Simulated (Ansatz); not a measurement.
**Stationary points along a deformation path in CaC2**

Method: DFT LDA, scalar-relativistic, plane waves, PAW (Ansatz). The runs took a 420 eV cutoff, a Γ-centred 9×9×9 mesh and Gaussian smearing (0.05 eV). No spin polarisation. Energies are free energies at this smearing, counted from the undisturbed cell; pressure is positive in compression.

Reference structure (as given, not relaxed at this level; it stands at -5.3 GPa, and it needn't be the usual structure):

```
CELL_PARAMETERS angstrom
1.94440 1.12260 3.95387
-1.94440 1.12260 3.95387
0.00000 -2.24520 3.95387
ATOMIC_POSITIONS crystal
Ca 0.00000 0.00000 0.00000
C 0.55292 0.55292 0.55292
C 0.44709 0.44709 0.44709
```

At fixed volume and fractional coordinates, lengths along (0.000, 0.000, 1.000) are scaled against those across it; ρ is that ratio over its starting value. V = 17.261 Å³/atom. Δσ is the stress along the axis less the mean stress across it (compression positive).

```
    ρ  ΔE (meV/atom)  Δσ (GPa) space group
0.800          642.2     87.54         R-3m
0.850          322.4     59.82         R-3m
0.920           75.9     27.64         R-3m
0.960           15.4     12.17         R-3m
1.000            0.0     -1.49         R-3m
1.050           31.8    -16.38         R-3m
1.100          108.2    -29.18         R-3m
1.200          357.1    -49.76         R-3m
1.300          689.2    -65.30         R-3m
```

Task: How does the stress give the slope of the energy, and where is the energy stationary?

Result: Along the path d ln(length) is 2/3 d ln ρ on the axis and −1/3 d ln ρ across it, so dE/d ln ρ = −(2/3) V Δσ: the energy falls with ρ where Δσ is positive. Δσ vanishes or changes sign between ρ = 0.960 and 1.000, a minimum (near 1.00 by linear interpolation). Pairs of stationary points between two samples would go unseen, and could change a minimum read from distant neighbours into a maximum.

Task: Integrate that slope from ρ = 1 to 1.200 by the trapezoid rule.

Result: With V/N in Å³ and 1 eV/Å³ = 160.2 GPa the slopes at ρ = 1.000, 1.050, 1.100, 1.200 are 107, 1176, 2096, 3574 meV/atom per unit of ln ρ. The steps add 31.3 + 76.1 + 246.7 = 354.1 meV/atom, against 357.1 from the energies; the trapezoid rule misses the curvature of the slope within each step.

Forces appear on the atoms along this scan, and letting them relax would lower the energy and soften the response.